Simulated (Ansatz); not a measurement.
The relaxed structure here is a generated cell of SiC: the first start was made by placing the elements on the sites of a structure type, and the end was not matched to a known phase here, so it may be hypothetical. Known forms of SiC include space group No. 186, 216.

The end point of a relaxation of SiC. Calculation: PBE (plane waves to 420 eV, PAW, scalar-relativistic; Ansatz, a program for electronic structure).

```cif
data_C4Si4
_chemical_formula_sum 'Si4 C4'
_space_group_name_H-M_alt 'P 1'
_space_group_IT_number 1
_cell_length_a 5.87548
_cell_length_b 3.14082
_cell_length_c 5.19692
_cell_angle_alpha 90.000
_cell_angle_beta 90.000
_cell_angle_gamma 90.000
loop_
_space_group_symop_operation_xyz
  'x, y, z'
loop_
_atom_site_label
_atom_site_type_symbol
_atom_site_fract_x
_atom_site_fract_y
_atom_site_fract_z
_atom_site_occupancy
Si1 Si 0.65909 0.75000 0.90493 1
Si2 Si 0.84091 0.25000 0.40493 1
Si3 Si 0.34091 0.25000 0.09507 1
Si4 Si 0.15909 0.75000 0.59507 1
C1 C 0.32659 0.75000 0.89422 1
C2 C 0.17341 0.25000 0.39422 1
C3 C 0.67341 0.25000 0.10578 1
C4 C 0.82659 0.75000 0.60578 1
```

Problem. Find the space group and the Wyckoff positions (tolerance 0.01 Å).

Solution. Space group Pnma (No. 62); a = 5.8755 Å, b = 3.1408 Å, c = 5.1969 Å, α = 90.00°, β = 90.00°, γ = 90.00°

```
atom  site  symmetry       x       y       z
----  ----  --------  ------  ------  ------
Si      4c       .m.  0.3409  0.2500  0.0951
C       4c       .m.  0.1734  0.2500  0.3942
```

Problem. Give the shortest distances between elements (the closest pairs, up to four, under 3.6 Å).

Solution. C–Si 1.84 Å; Si–Si 2.63 Å; C–C 2.80 Å.

```yaml
volume_per_atom: 11.99 Å³
band_gap: 2.54 eV, indirect (valence top at Γ, conduction bottom at U) (no spin-orbit coupling)
smallest_direct_gap: 3.05 eV at 25 % of the way from Γ to X
```

No spin polarisation in the result.

The run could not lose the symmetry of its start; a randomly shaken copy of 8 atoms returns to this structure.
